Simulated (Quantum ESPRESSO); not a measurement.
pw.x input (Quantum ESPRESSO 7.5; PBEsol, PseudoDojo standard norm-conserving files, fully relativistic):

```
&CONTROL
  calculation = 'scf'
  pseudo_dir = './pseudo'
  outdir = './out'
  tprnfor = .true.
  tstress = .true.
/
&SYSTEM
  ibrav = 0
  nat = 2
  ntyp = 2
  ecutwfc = 80.0
  ecutrho = 320.0
  occupations = 'smearing'
  smearing = 'fd'
  degauss = 0.002
  nbnd = 43
  noncolin = .true.
  lspinorb = .true.
/
&ELECTRONS
  conv_thr = 2e-10
/
ATOMIC_SPECIES
Te 127.6000 Te.upf
Hg 200.5920 Hg.upf
CELL_PARAMETERS angstrom
  0.000000000000   3.254375617000   3.254375617000
  3.254375617000   0.000000000000   3.254375617000
  3.254375617000   3.254375617000   0.000000000000
ATOMIC_POSITIONS crystal
Te   0.750000000000   0.750000000000   0.750000000000
Hg   0.000000000000   0.000000000000   0.000000000000
K_POINTS automatic
8 8 8 0 0 0
```

End of the output:

```

[...]
     the Fermi energy is     8.6608 ev
!    total energy              =    -542.71463026 Ry
     estimated scf accuracy    <          1.7E-11 Ry
     smearing contrib. (-TS)   =      -0.00001224 Ry
     internal energy E=F+TS    =    -542.71461802 Ry
     The total energy is F=E-TS. E is the sum of the following terms:
     one-electron contribution =    -318.35881735 Ry
     hartree contribution      =     165.47539613 Ry
     xc contribution           =    -103.57282022 Ry
     ewald contribution        =    -286.25837658 Ry
     convergence has been achieved in   8 iterations
     Forces acting on atoms (cartesian axes, Ry/au):
     atom    1 type  1   force =     0.00000000    0.00000000    0.00000000
     atom    2 type  2   force =    -0.00000000   -0.00000000    0.00000000
     Total force =     0.000000     Total SCF correction =     0.000000
     Computing stress (Cartesian axis) and pressure
          total   stress  (Ry/bohr**3)                   (kbar)     P=       -3.93
  -0.00002671   0.00000000   0.00000000           -3.93        0.00        0.00
   0.00000000  -0.00002671   0.00000000            0.00       -3.93        0.00
   0.00000000   0.00000000  -0.00002671            0.00        0.00       -3.93
```

Geometry relaxed with PBEsol.
